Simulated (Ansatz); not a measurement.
Given:

Starting cell, TiO2 (rutile):

```
CELL_PARAMETERS angstrom
      4.64343     0.00000     0.00000
      0.00000     4.64343     0.00000
      0.00000     0.00000     5.92762
ATOMIC_POSITIONS crystal
  Ti 0.00000 0.00000 0.00000
  Ti 0.00000 0.00000 0.50000
  Ti 0.50000 0.50000 0.25000
  Ti 0.50000 0.50000 0.75000
  O  0.30513 0.30513 0.00000
  O  0.30513 0.30513 0.50000
  O  0.80513 0.19487 0.25000
  O  0.80513 0.19487 0.75000
  O  0.19487 0.80513 0.25000
  O  0.19487 0.80513 0.75000
  O  0.69487 0.69487 0.00000
  O  0.69487 0.69487 0.50000
```

The atoms are displaced by Q × the pattern below (from a DFPT mode at Z = (0.0, 0.0, 0.5), largest move 1; Q in Å), at fixed cell. It is one choice among 2 degenerate patterns. (q is in reciprocal vectors of the primitive cell; the cell shown is doubled to hold the pattern.)

```tsv
atom	x	y	z
Ti1	0.707	0.707	0.000
Ti2	-0.707	-0.707	0.000
Ti3	-0.010	0.010	0.000
Ti4	0.010	-0.010	0.000
O5	-0.076	-0.076	0.000
O6	0.076	0.076	0.000
O7	0.001	-0.001	0.000
O8	-0.001	0.001	0.000
O9	0.001	-0.001	0.000
O10	-0.001	0.001	0.000
O11	-0.076	-0.076	0.000
O12	0.076	0.076	0.000
```

Calculation: PBE (plane waves to 420 eV, PAW, scalar-relativistic; Ansatz, a quantum-chemistry and plane-wave program). k mesh 7×7×6 (Γ-centred), Fermi-Dirac smearing 0.05 eV. The energy includes the smearing's −TS. TiO2 is run without spin polarisation. TiO2 was relaxed with its symmetry unable to fall. The zero of ΔE is the undisplaced structure.

The scan covers Q from -0.100 to 0.100 Å in 13 points.

Task: Is this a single well or a double well?

Result: A single well with its minimum at or next to zero displacement.

Task: What is the energy change at Q = 0.100 Å?

Result: 78.0 meV/cell.

Task: What harmonic wavenumber does the curvature at Q = 0 give?

Result: 201 cm⁻¹.

(A displaced cell: forces are minus the slopes of the energy, force constants its curvatures, and phonons follow from these.)
